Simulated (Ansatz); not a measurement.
Fe (bcc (W type), Im-3m) under volume change, PBEsol in the plane-wave PAW code Ansatz, scaled uniformly.

```csv
V (Å³/atom),E − E(relaxed) (meV/atom),P (GPa)
9.837,(withheld),(withheld)
10.161,32.3,16.80
10.485,7.6,7.77
10.809,0.0,0.01
11.134,(withheld),(withheld)
11.458,23.8,-10.88
11.782,50.4,-15.31
```

Question: Some entries are withheld; supply them.

Answer: 
- 11.134, E − E(relaxed) (meV/atom): 6.5
- 11.134, P (GPa): -6.11
- 9.837, E − E(relaxed) (meV/atom): 76.6
- 9.837, P (GPa): 27.38

Question: What does a third-order Birch–Murnaghan fit give for V₀, B₀ and B′?

Answer: V₀ = 10.82 Å³/atom, B₀ = 224 GPa, B′ = 5.3.

The PBEsol relaxation kept the symmetry of its start. Magnetic state: ferromagnetic, chosen from 3 collinear starts compared on coarse meshes (ties went to the first, and starts can fall back to one state), not a proven ground state. Textbook magnetic order: ferromagnetic.

Potentials: the later of the program's two PAW sets.
